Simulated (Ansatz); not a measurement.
Input for Ansatz (plane-wave DFT), Be2Si:

```yaml
crystal:
  lattice:
    - [0.0, 2.64, 2.64]
    - [2.64, 0.0, 2.64]
    - [2.64, 2.64, 0.0]
  atoms:
    - { symbol: Be, position: [0.75, 0.75, 0.75] }
    - { symbol: Be, position: [0.25, 0.25, 0.25] }
    - { symbol: Si, position: [0.0, 0.0, 0.0] }
  symmetry: { detect: true }
basis:
  ecutwfc: 420
kpoints:
  mp_grid: { kspacing: 0.62 }
hamiltonian:
  xc: pbe
scf:
  occupations: { method: gaussian, width: 0.1 }
output:
  forces: true
  stress: true
  eigenvalues: true
```

Command:

```bash
ansatz run input.yaml --threads 1 --pin off --max-ram 1331MiB --backend cpu --events-out ev --progress --plain --runs-dir out
```

Output, shortened (HF is the Harris–Foulkes energy, dr2 the density residual in eV):

```text
Pseudopotential: Be, paw, valence charge 2, recommended cutoff 420 eV (normal)
Pseudopotential: Si, paw, valence charge 4, recommended cutoff 420 eV (normal)
Crystal: 3 atoms, lattice volume = 36.799 Å³
Basis set: ecut = 420 eV, 725 PW (Γ), exchange–correlation on 50×50×50 points (8 copies of the dense FFT grid, shifted against one another)
Bands: 8, of which v1, the nominal top of the filled ones, is band 4 counted from 1 (3 counted from 0)
Symmetry: 48 space group operations
Space group: Fm-3m (ITA 225), of the structure as read, at distance tolerance 3.3e-5 Å
k-points: 8 of 64
Initial density: superposition of atomic densities, corrected by the library's trained network
SCF iter   1: HF=-820.466292 eV  Δρ=8.53e-4  dr2=2.33e-4
SCF iter   2: HF=-820.466507 eV  Δρ=4.06e-4  dr2=3.77e-5
SCF iter   3: HF=-820.466638 eV  Δρ=7.96e-5  dr2=1.65e-6
SCF iter   4: F=-820.466644 eV  HF=-820.466644 eV  Δρ=1.19e-5  dr2=8.59e-8
SCF iter   5: F=-820.466644 eV  HF=-820.466644 eV  Δρ=4.15e-6  dr2=1.06e-8
SCF iter   6: F=-820.466644 eV  HF=-820.466644 eV  Δρ=5.36e-7  dr2=1.63e-10
SCF 1 converged in 6 iterations: F = -820.466644 eV  dr2 = 1.63e-10
SCF converged after 6 iterations
Free energy (F): -820.466644 eV
E sigma→0 (E₀):  -820.466138 eV
Entropy (-TS):   -0.001012 eV (-0.337 meV/atom)
Fermi energy:    7.298302 eV
--- Forces (eV/Å), atoms counted from 1 ---
  atom   1  Be    -0.00000000    -0.00000000    -0.00000000
  atom   2  Be    -0.00000000     0.00000000    -0.00000000
  atom   3  Si    -0.00000000     0.00000000     0.00000000
--- Stress (GPa, compression-positive) ---
        0.426294      -0.000000       0.000000
       -0.000000       0.426294       0.000000
       -0.000000       0.000000       0.426294
  P = ⅓ Tr σ = 0.4263 GPa (4.263 kbar)
```

These settings were drawn at random to show what each does; none of the numbers is a converged property of the crystal.